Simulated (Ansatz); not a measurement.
## Compressing TlPd$_{3}$: a fit and a missing row

TlPd$_{3}$, I4/mmm, a = 4.130 Å, c = 7.550 Å. The structure is a COD entry; whether it is the stable form wasn't checked. Ansatz: PBEsol, PAW, 420 eV, Γ-centred 14×14×14 mesh on 4 atoms, Gaussian smearing 0.10 eV; no spin polarisation. Shape and atoms are relaxed at each volume; pressure is positive in compression.

| V (Å³/atom) | P (GPa) |
| --- | --- |
| 14.165 | ? |
| 14.648 | 20.14 |
| 15.131 | 12.11 |
| 15.614 | 5.47 |
| 16.096 | 0.00 |
| 16.579 | -4.49 |
| 17.062 | -8.18 |
| 17.706 | -12.06 |

Question: Take V0 = 16.096 Å³/atom, fit the third-order Birch–Murnaghan form to the other rows, and predict the missing pressure.

Answer: With the Eulerian strain f = ½[(V0/V)^(2/3) − 1] and y = P/[3f(1 + 2f)^(5/2)], the form is the line y = B0 + 1.5 B0 (B0′ − 4) f. Rows (f, y): 0.03243, 176.9; 0.02104, 173.1; 0.01024, 169.3; -0.00976, 161.1; -0.01906, 157.7; -0.03079, 153.0. Means f = 0.0006833, y = 165.18; Σ(Δf)² = 0.003003, ΣΔfΔy = 1.146; the slope is their ratio. y = 164.9 + 381.7 f GPa, so B0 = 164.9 GPa and B0′ = 4 + 2 × (381.7)/(3 × 164.9) = 5.54. At V = 14.165, f = 0.04447, y = 181.87 and P = 30.02 GPa. The run gave 29.90 GPa, so the fit is 0.12 GPa too high, a small miss on the scale of the series.

Spin–orbit coupling is left out, which can shift energies with elements as heavy as these.